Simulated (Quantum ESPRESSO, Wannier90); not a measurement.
## ScS (rock salt), plane waves to Wannier functions

```
ScS
1.0
    0.00000     2.60879     2.60879
    2.60879     0.00000     2.60879
    2.60879     2.60879     0.00000
Sc S
1 1
Direct
  0.50000   0.50000   0.50000
  0.00000   0.00000   0.00000
```

Materials Project entry mp-1476; symmetrised, unrelaxed at this level. COD (Crystallography Open Database) has an entry of this formula and space group (matched by these alone). Computed values, not measurements, from PBEsol: Quantum ESPRESSO (norm-conserving PseudoDojo potentials, cutoff 63 Ry, no spin polarisation, no spin-orbit coupling) on a Γ-centred 10×10×10 mesh, then Wannier90. Density: 10×10×10 mesh, cold smearing 0.01 Ry.

The plane-wave run has 22 bands and 17 electrons a cell. On the energy scale of pw.x, whose zero is arbitrary, the Fermi level lies at 12.01 eV.

Isolated groups of bands, relative to the Fermi level (bands from 9 on overlap up to the last one computed):

| bands | from (eV) | to (eV) | filling | weight on atomic waves |
|---|---|---|---|---|
| 1 | -50.20 | -50.18 | filled | Sc 3s 98 % |
| 2–4 | -29.07 | -28.90 | filled | Sc 3p 99 % |
| 5 | -15.48 | -14.12 | filled | S 3s 79 %, Sc 4s 10 %, Sc 3d 8 % |
| 6–8 | -7.48 | -3.01 | filled | S 3p 77 %, Sc 3d 17 % |

Input w.win, without the blocks of cell, atoms and k-points (1000 lines):

```
num_bands = 17
num_wann = 8
exclude_bands = 1-5
num_iter = 1000
conv_tol = 1.0e-6
conv_window = 4
dis_num_iter = 1000
dis_conv_tol = 1.0e-6
dis_froz_max = 14.63
write_hr = true
write_u_matrices = true
begin projections
f=0.48753,0.49532,0.51320: d
f=-0.00290,-0.01415,0.01110: p
end projections
mp_grid = 10 10 10
```

wannier90.x stops with:
```
dis_windows: More states in the frozen window than target WFs
```
At some k-point more bands lie below dis_froz_max than there are Wannier functions, and every frozen state has to fit into the subspace. Mended as below, all else unchanged, the run goes through (Ω_I = 13.3 Å²) and follows the plane-wave bands to 5.8 meV rms (states up to 1.0 eV relative to the Fermi level).
```
dis_froz_max = 13.51
```
